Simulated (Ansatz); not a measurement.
VBiO$_{4}$ in space group I4_1/a (No. 88; V on 4a, Bi on 4b, O on 16f) under volume change, r²SCAN in the plane-wave PAW code Ansatz, shape and atoms relaxed at each volume.

```csv
V (Å³/atom),E − E(relaxed) (meV/atom),P (GPa)
11.556,53.4,16.22
11.937,22.5,9.96
12.318,5.3,4.60
12.699,0.0,0.00
13.079,4.6,-3.79
13.460,17.6,-7.00
13.841,37.5,-9.60
```

Problem. What does a third-order Birch–Murnaghan fit give for V₀, B₀ and B′?

Solution. V₀ = 12.70 Å³/atom, B₀ = 138 GPa, B′ = 4.7.

The cell was relaxed with r²SCAN under the symmetry of its start. No spin polarisation was allowed. No Hubbard U is applied. Spin–orbit coupling is left out wherever it is not named.

Potentials: the later of the program's two PAW sets.
